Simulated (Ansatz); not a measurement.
Input, command and steps of an Ansatz relaxation.

```yaml
crystal:
  lattice:
    - [-1.9821054806, 1.9821054806, 6.8917317558]
    - [1.9821054806, -1.9821054806, 6.8917317558]
    - [1.9821054806, 1.9821054806, -6.8917317558]
  atoms:
    - { symbol: Ta, position: [0.0, 0.0, 0.0] }
    - { symbol: Ta, position: [0.75, 0.25, 0.5] }
    - { symbol: Au, position: [0.4165, 0.4165, 0.0] }
    - { symbol: Au, position: [0.1665, 0.6665, 0.5] }
    - { symbol: Au, position: [0.3335, 0.8335, 0.5] }
    - { symbol: Au, position: [0.5835, 0.5835, 0.0] }
basis:
  ecutwfc: 420
kpoints:
  mp_grid: { grid: [6, 6, 6] }
hamiltonian:
  xc: pbe
scf:
  occupations: { method: gaussian, width: 0.1 }
  lower_state_search: "off"
output:
  forces: true
  stress: true
  eigenvalues: true
relax:
  adjacent_minimum: "off"
  f_tol: 0.04
  max_steps: 70
  cell: { stress_tol: 0.4 }
```

```bash
ansatz run input.yaml --threads 1 --pin off --max-ram 2560MiB --backend cpu --events-out ev --progress --plain --runs-dir out
```

Theory: DFT PBE, scalar-relativistic, plane waves, PAW in Ansatz.

Of 26 frames 10 are shown, positions in Å and forces in eV/Å; the SCF threshold varies from step to step. Steps run on the plane waves of an earlier cell, with a Pulay correction in the pressure. The basis is chosen afresh for the last frame, the zero of the energies, and at times for earlier ones too; energy and pressure step there, also at an unchanged geometry. Here that happened at steps 10 (-85 meV/atom, 5.3 GPa), 20 (-67 meV/atom, 4.5 GPa); the frames before carry an error of that size.

```xyz
6
Lattice="-1.9821 1.9821 6.8917 1.9821 -1.9821 6.8917 1.9821 1.9821 -6.8917" Properties=species:S:1:pos:R:3:forces:R:3 pbc="T T T" step=1 free_energy_over_end_meV_per_atom=1652.27 pressure_GPa=39.64
Ta    0.0000    0.0000    0.0000    0.0000    0.0000    0.0000
Ta    0.0000    1.9821    3.4459    0.0000    0.0000    0.0000
Au    0.0000    0.0000    5.7408    0.0000    0.0000    0.4641
Au    1.9821    0.0000    2.2949    0.0000    0.0000    0.4641
Au    1.9821    0.0000    4.5968    0.0000    0.0000   -0.4641
Au    0.0000    0.0000    8.0427    0.0000    0.0000   -0.4641
6
Lattice="-1.9622 1.9622 7.9080 1.9622 -1.9622 7.9080 1.9622 1.9622 -7.9080" Properties=species:S:1:pos:R:3:forces:R:3 pbc="T T T" step=4 free_energy_over_end_meV_per_atom=958.30 pressure_GPa=2.88
Ta    0.0000    0.0000    0.0000    0.0000    0.0000    0.0000
Ta    0.0000    1.9622    3.9540    0.0000    0.0000    0.0000
Au    0.0000    0.0000    6.6776    0.0000    0.0000    0.4759
Au    1.9622    0.0000    2.7236    0.0000    0.0000    0.4759
Au    1.9622    0.0000    5.1844    0.0000    0.0000   -0.4759
Au    0.0000    0.0000    9.1384    0.0000    0.0000   -0.4759
6
Lattice="-1.7978 1.7978 8.9378 1.7978 -1.7978 8.9378 1.7978 1.7978 -8.9378" Properties=species:S:1:pos:R:3:forces:R:3 pbc="T T T" step=7 free_energy_over_end_meV_per_atom=622.15 pressure_GPa=-0.40
Ta    0.0000    0.0000    0.0000    0.0000    0.0000    0.0000
Ta    0.0000    1.7978    4.4689    0.0000    0.0000    0.0000
Au    0.0000    0.0000    7.6320    0.0000    0.0000    0.0447
Au    1.7978    0.0000    3.1631    0.0000    0.0000    0.0447
Au    1.7978    0.0000    5.7746    0.0000    0.0000   -0.0447
Au    0.0000    0.0000   10.2435    0.0000    0.0000   -0.0447
6
Lattice="-1.7824 1.7824 9.0198 1.7824 -1.7824 9.0198 1.7824 1.7824 -9.0198" Properties=species:S:1:pos:R:3:forces:R:3 pbc="T T T" step=9 free_energy_over_end_meV_per_atom=619.39 pressure_GPa=-0.05
Ta    0.0000    0.0000    0.0000    0.0000    0.0000    0.0000
Ta    0.0000    1.7824    4.5099    0.0000    0.0000    0.0000
Au    0.0000    0.0000    7.7054    0.0000    0.0000    0.0030
Au    1.7824    0.0000    3.1954    0.0000    0.0000    0.0030
Au    1.7824    0.0000    5.8244    0.0000    0.0000   -0.0030
Au    0.0000    0.0000   10.3343    0.0000    0.0000   -0.0030
6
Lattice="-1.7306 1.7306 9.7027 1.7306 -1.7306 9.7027 1.7306 1.7306 -9.7027" Properties=species:S:1:pos:R:3:forces:R:3 pbc="T T T" step=12 free_energy_over_end_meV_per_atom=425.53 pressure_GPa=2.43
Ta    0.0000    0.0000    0.0000    0.0000    0.0000    0.0000
Ta    0.0000    1.7306    4.8513    0.0000    0.0000    0.0000
Au    0.0000    0.0000    8.2999    0.0000    0.0000   -0.2702
Au    1.7306    0.0000    3.4485    0.0000    0.0000   -0.2702
Au    1.7306    0.0000    6.2542    0.0000    0.0000    0.2702
Au    0.0000    0.0000   11.1055    0.0000    0.0000    0.2702
6
Lattice="-1.6312 1.6312 10.7108 1.6312 -1.6312 10.7108 1.6312 1.6312 -10.7108" Properties=species:S:1:pos:R:3:forces:R:3 pbc="T T T" step=15 free_energy_over_end_meV_per_atom=246.59 pressure_GPa=2.06
Ta    0.0000    0.0000    0.0000    0.0000    0.0000    0.0000
Ta    0.0000    1.6312    5.3554    0.0000    0.0000    0.0000
Au    0.0000    0.0000    9.1011    0.0000    0.0000    0.1335
Au    1.6312    0.0000    3.7457    0.0000    0.0000    0.1335
Au    1.6312    0.0000    6.9651    0.0000    0.0000   -0.1335
Au    0.0000    0.0000   12.3205    0.0000    0.0000   -0.1335
6
Lattice="-1.5316 1.5316 11.7244 1.5316 -1.5316 11.7244 1.5316 1.5316 -11.7244" Properties=species:S:1:pos:R:3:forces:R:3 pbc="T T T" step=18 free_energy_over_end_meV_per_atom=136.07 pressure_GPa=0.20
Ta    0.0000    0.0000    0.0000    0.0000    0.0000    0.0000
Ta    0.0000    1.5316    5.8622    0.0000    0.0000    0.0000
Au    0.0000    0.0000    9.9365    0.0000    0.0000   -0.0825
Au    1.5316    0.0000    4.0744    0.0000    0.0000   -0.0825
Au    1.5316    0.0000    7.6500    0.0000    0.0000    0.0825
Au    0.0000    0.0000   13.5122    0.0000    0.0000    0.0825
6
Lattice="-1.5303 1.5303 11.7426 1.5303 -1.5303 11.7426 1.5303 1.5303 -11.7426" Properties=species:S:1:pos:R:3:forces:R:3 pbc="T T T" step=20 free_energy_over_end_meV_per_atom=69.31 pressure_GPa=4.42
Ta    0.0000    0.0000    0.0000    0.0000    0.0000    0.0000
Ta    0.0000    1.5303    5.8713    0.0000    0.0000    0.0000
Au    0.0000    0.0000    9.9481    0.0000    0.0000    0.0159
Au    1.5303    0.0000    4.0768    0.0000    0.0000    0.0159
Au    1.5303    0.0000    7.6659    0.0000    0.0000   -0.0159
Au    0.0000    0.0000   13.5372    0.0000    0.0000   -0.0159
6
Lattice="-1.4787 1.4787 12.7534 1.4787 -1.4787 12.7534 1.4787 1.4787 -12.7534" Properties=species:S:1:pos:R:3:forces:R:3 pbc="T T T" step=23 free_energy_over_end_meV_per_atom=0.98 pressure_GPa=-0.35
Ta    0.0000    0.0000    0.0000    0.0000    0.0000    0.0000
Ta    0.0000    1.4787    6.3767    0.0000    0.0000    0.0000
Au    0.0000    0.0000   10.7929    0.0000    0.0000    0.0248
Au    1.4787    0.0000    4.4162    0.0000    0.0000    0.0248
Au    1.4787    0.0000    8.3372    0.0000    0.0000   -0.0248
Au    0.0000    0.0000   14.7139    0.0000    0.0000   -0.0248
6
Lattice="-1.4716 1.4716 12.8427 1.4716 -1.4716 12.8427 1.4716 1.4716 -12.8427" Properties=species:S:1:pos:R:3:forces:R:3 pbc="T T T" step=26 free_energy_over_end_meV_per_atom=0.00 pressure_GPa=-0.02
Ta    0.0000    0.0000    0.0000    0.0000    0.0000    0.0000
Ta    0.0000    1.4716    6.4213    0.0000    0.0000    0.0000
Au    0.0000    0.0000   10.8680    0.0000    0.0000    0.0028
Au    1.4716    0.0000    4.4466    0.0000    0.0000    0.0028
Au    1.4716    0.0000    8.3960    0.0000    0.0000   -0.0028
Au    0.0000    0.0000   14.8174    0.0000    0.0000   -0.0028
```

The start puts this composition into another compound's structure type, which needn't suit it. At the end the space group is I4_1/amd (tolerance 0.05 Å).

Time: 4.3 min on 1 thread of Intel(R) Xeon(R) Platinum 8488C (Sapphire Rapids) (shared host), peak memory 0.51 GiB.

The k mesh is coarse. Spin–orbit coupling is left out, which can shift energies with elements as heavy as these.